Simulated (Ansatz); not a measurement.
HfO₂ (tetragonal-ZrO2 type, space group P4_2/nmc)

```
CELL_PARAMETERS angstrom
      3.56707     0.00000     0.00000
      0.00000     3.56707     0.00000
      0.00000     0.00000     5.16595
ATOMIC_POSITIONS crystal
  Hf 0.00000 0.00000 0.00000
  Hf 0.50000 0.50000 0.50000
  O  0.00000 0.50000 0.20010
  O  0.00000 0.50000 0.70010
  O  0.50000 0.00000 0.29990
  O  0.50000 0.00000 0.79990
```

The volume is varied about the relaxed value V₀ at fixed cell shape. The atoms relax within the cell's symmetry.

Level of theory: PBEsol (plane waves to 420 eV, PAW, scalar-relativistic; Ansatz, a program for electronic structure). k mesh 10×10×7 (Γ-centred), Fermi-Dirac smearing 0.05 eV. E stands for the smeared free energy. Compression counts positive. With the shape held, the modulus is that of even scaling; a crystal free to change shape is softer. HfO2 is run without spin polarisation. HfO2 was relaxed with its symmetry unable to fall. Spin-orbit coupling is left out, though Hf is heavy. This is a high-temperature form of HfO2. ΔE is measured from the relaxed starting cell.

| V (Å³/atom) | ΔE (meV/atom) |
|---|---|
| 9.202 | 254.2 |
| 9.495 | 166.3 |
| 9.787 | withheld |
| 10.079 | 53.4 |
| 10.371 | 22.4 |
| 10.663 | 5.3 |
| 10.955 | 0.0 |
| 11.247 | 4.8 |
| 11.539 | 18.3 |
| 11.832 | 39.1 |
| 12.124 | 66.2 |
| 12.416 | 98.7 |
| 12.708 | 135.7 |

Fit a third-order Birch-Murnaghan form (E₀, V₀, B₀, B₀′ free) to the given rows and predict ΔE at V = 9.787.

Least squares on the 12 given rows: ΔE = E₀ + (9V₀B₀/16)·y²·[2 + (B₀′ − 4)y], y = (V₀/V)^(2/3) − 1, with V₀ = 10.956 Å³/atom, B₀ = 206.9 GPa (160.2 GPa = 1 eV/Å³; the term in eV is multiplied by 1000), B₀′ = 4.82, E₀ = 0.07 meV/atom; root-mean-square residual 0.11 meV/atom. At 9.787 the fit gives 100.3 meV/atom; the calculation gives 100.5 meV/atom, so the interpolation is off by -0.2 (-0.2 %). For the pressure the fit gives 30.7 GPa against the computed 30.7 GPa.

(A scan under strain: stresses follow from slopes of the energy per volume, elastic moduli from its curvatures.)
